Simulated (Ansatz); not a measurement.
FeP in space group Pnma (No. 62; Fe on 4c, P on 4c), DFT-r²SCAN in the program Ansatz with PAW potentials, all energies at zero smearing, with the estimated change up to a 700 eV cutoff added, with one set of potentials and settings (totals compare only within such a set). Cell of 8 atoms (4 Fe, 4 P): -20983.835 eV.

```csv
element,reference phase,E (eV/atom)
Fe,"Im-3m, 1 atoms in the cell, spin-polarised",-4485.8961
P,"Cmce, 4 atoms in the cell",-759.1646
```

Formation energy per atom, worked out: (-20983.835 − 4×(-4485.8961) − 4×(-759.1646))/8 = -0.449 eV/atom (-43 kJ per mol of atoms), at 0 K, without zero-point energy or fitted corrections.

The workflow started from an entry of the Crystallography Open Database (COD), which files this formula under 2 space groups. Its standing as an ambient phase is unchecked. The r²SCAN relaxation kept the symmetry of its start, as lowered by the spin order; whether a distortion lowers the energy is not shown. Magnetic state: antiferromagnetic, chosen from 3 collinear starts compared on coarse meshes (ties went to the first, and starts can fall back to one state), not a proven ground state. Other orbital occupations within this spin state were not tried. The references are the lowest solids computed at this level, not always the standard phases.

Potentials: the later of the program's two PAW sets.
